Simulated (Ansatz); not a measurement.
## Settings and field gradients in ZnS with phosphorus replacing S

Cell: a supercell of ZnS (space group P6_3mc) built from a Materials Project structure (computed, not necessarily an observed phase), with all atoms left at the host's positions.

```yaml
crystal:
  lattice:
    - [5.71097, 3.29723, 0.00000]
    - [-5.71097, 3.29723, 0.00000]
    - [0.00000, 0.00000, 31.14240]
  atoms:
    - { symbol: Zn, position: [0.33333, 0.00000, 0.20003] }
    - { symbol: Zn, position: [0.66667, 0.66667, 0.20003] }
    - { symbol: Zn, position: [0.00000, 0.33333, 0.20003] }
    - { symbol: Zn, position: [0.00000, 0.00000, 0.79997] }
    - { symbol: Zn, position: [0.33333, 0.66667, 0.79997] }
    - { symbol: Zn, position: [0.66667, 0.33333, 0.79997] }
    - { symbol: Zn, position: [0.33333, 0.00000, 0.90003] }
    - { symbol: Zn, position: [0.66667, 0.66667, 0.90003] }
    - { symbol: Zn, position: [0.00000, 0.33333, 0.90003] }
    - { symbol: Zn, position: [0.33333, 0.33333, 0.70003] }
    - { symbol: Zn, position: [0.66667, 0.00000, 0.70003] }
    - { symbol: Zn, position: [0.00000, 0.66667, 0.70003] }
    - { symbol: Zn, position: [0.33333, 0.33333, 0.10005] }
    - { symbol: Zn, position: [0.66667, 0.00000, 0.10005] }
    - { symbol: Zn, position: [0.00000, 0.66667, 0.10005] }
    - { symbol: Zn, position: [0.33333, 0.00000, 0.60005] }
    - { symbol: Zn, position: [0.66667, 0.66667, 0.60005] }
    - { symbol: Zn, position: [0.00000, 0.33333, 0.60005] }
    - { symbol: Zn, position: [0.00000, 0.00000, 0.00010] }
    - { symbol: Zn, position: [0.33333, 0.66667, 0.00010] }
    - { symbol: Zn, position: [0.66667, 0.33333, 0.00010] }
    - { symbol: Zn, position: [0.33333, 0.33333, 0.40003] }
    - { symbol: Zn, position: [0.66667, 0.00000, 0.40003] }
    - { symbol: Zn, position: [0.00000, 0.66667, 0.40003] }
    - { symbol: Zn, position: [0.00000, 0.00000, 0.29997] }
    - { symbol: Zn, position: [0.33333, 0.66667, 0.29997] }
    - { symbol: Zn, position: [0.66667, 0.33333, 0.29997] }
    - { symbol: Zn, position: [0.00000, 0.00000, 0.50010] }
    - { symbol: Zn, position: [0.33333, 0.66667, 0.50010] }
    - { symbol: Zn, position: [0.66667, 0.33333, 0.50010] }
    - { symbol: S, position: [0.33333, 0.00000, 0.27494] }
    - { symbol: S, position: [0.66667, 0.66667, 0.27494] }
    - { symbol: S, position: [0.00000, 0.33333, 0.27494] }
    - { symbol: S, position: [0.00000, 0.00000, 0.07499] }
    - { symbol: S, position: [0.33333, 0.66667, 0.07499] }
    - { symbol: S, position: [0.66667, 0.33333, 0.07499] }
    - { symbol: P, position: [0.33333, 0.00000, 0.67497] }
    - { symbol: S, position: [0.66667, 0.66667, 0.67497] }
    - { symbol: S, position: [0.00000, 0.33333, 0.67497] }
    - { symbol: S, position: [0.00000, 0.00000, 0.87486] }
    - { symbol: S, position: [0.33333, 0.66667, 0.87486] }
    - { symbol: S, position: [0.66667, 0.33333, 0.87486] }
    - { symbol: S, position: [0.33333, 0.33333, 0.77494] }
    - { symbol: S, position: [0.66667, 0.00000, 0.77494] }
    - { symbol: S, position: [0.00000, 0.66667, 0.77494] }
    - { symbol: S, position: [0.00000, 0.00000, 0.57499] }
    - { symbol: S, position: [0.33333, 0.66667, 0.57499] }
    - { symbol: S, position: [0.66667, 0.33333, 0.57499] }
    - { symbol: S, position: [0.33333, 0.33333, 0.17497] }
    - { symbol: S, position: [0.66667, 0.00000, 0.17497] }
    - { symbol: S, position: [0.00000, 0.66667, 0.17497] }
    - { symbol: S, position: [0.33333, 0.33333, 0.47506] }
    - { symbol: S, position: [0.66667, 0.00000, 0.47506] }
    - { symbol: S, position: [0.00000, 0.66667, 0.47506] }
    - { symbol: S, position: [0.33333, 0.00000, 0.97506] }
    - { symbol: S, position: [0.66667, 0.66667, 0.97506] }
    - { symbol: S, position: [0.00000, 0.33333, 0.97506] }
    - { symbol: S, position: [0.00000, 0.00000, 0.37486] }
    - { symbol: S, position: [0.33333, 0.66667, 0.37486] }
    - { symbol: S, position: [0.66667, 0.33333, 0.37486] }
```

Atom numbers follow the list; atoms alike are taken as one site, whose name carries the number of the first.

Reference run. Computed with Ansatz: DFT, PBE, plane waves and PAW, scalar-relativistic, 420 eV cutoff, Γ-centred 3×3×1 k-points, Fermi–Dirac smearing 0.01 eV, cell charge -1.

It gives V_zz (10²¹ V/m²) P 0.33 (η 0.00), Zn16 -4.50 (η 0.00), S38 2.20 (η 0.00), among others. Each of these runs changes the input as listed (caps on SCF iterations aside):

A. total_charge: -1 → -2
B. hamiltonian.dispersion: not typed → d4; scf.occupations.width: 0.01 → not typed; scf.occupations.method: fermi_dirac → tetrahedron

Question: How does each run end, and how far do the gradients move?

Answer: 

```csv
run,P V_zz (η),Zn16 V_zz (η),S38 V_zz (η),"largest change of a gradient tensor, all atoms",note
A,1.22 (0.00),-4.70 (0.00),3.05 (0.00),0.89,converged; cell charge -2 on a uniform background; odd number of electrons without spin polarisation
B,–,–,–,–,not converged
```

Run A moves a gradient tensor by up to 0.89, on P (V_zz from 0.33 to 1.22).

On the reference run: The run isn't spin-polarised, and a state with spin may lie lower. The defect repeats with the cell of 60 atoms, so it feels its images: sites between two images don't show the values beside a lone defect, and zeros or small values of η there can come from the images' arrangement. S and Zn carry a gradient in the pure host already, so the values there aren't the defect's effect alone. A uniform background compensates the cell's charge. The defect cell has no gap above 0.1 eV on its mesh, so the values can hang on the smearing and the k-mesh. The neighbours have not yet relaxed around the defect (largest force 0.87 eV/Å), so a real crystal will differ.
